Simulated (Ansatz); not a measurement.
## Ti3PbO7: checking a database structure before trusting its electric field gradients

The cell is a Materials Project structure (computed, not necessarily an observed phase), atoms as given.

Space group P2_1/m (No. 11); a = 6.6095, b = 3.8152, c = 10.7613 Å, β = 98.14°.

```
site  Wyckoff  site symmetry       x       y       z
 Ti1       2e              m  0.5510  0.7500  0.8986
 Ti3       2e              m  0.6929  0.7500  0.5648
 Ti5       2e              m  0.2532  0.7500  0.6554
  Pb       2e              m  0.0046  0.7500  0.1503
  O9       2e              m  0.4746  0.7500  0.0736
 O11       2e              m  0.7442  0.7500  0.3827
 O13       2e              m  0.3562  0.7500  0.4790
 O15       2e              m  0.8327  0.7500  0.9441
 O17       2e              m  0.9553  0.7500  0.6291
 O19       2e              m  0.5654  0.7500  0.7142
 O21       2e              m  0.2498  0.7500  0.8246
```

One atom of each set is listed.

All values are calculated (Ansatz; DFT, PBE, plane waves and PAW (field gradients read without the response of the frozen cores, which leaves them typically 4 to 6 % off), scalar-relativistic, 420 eV cutoff, Γ-centred 4×6×2 k-points, Fermi–Dirac smearing 0.02 eV), not measured.

Question: Do the atoms and the cell lie near the calculated equilibrium?

Answer: Nearly. The largest force is 0.13 eV/Å, on atom 3 (Ti: 6 O at 1.77–2.29 Å), and the pressure is 3.5 GPa.
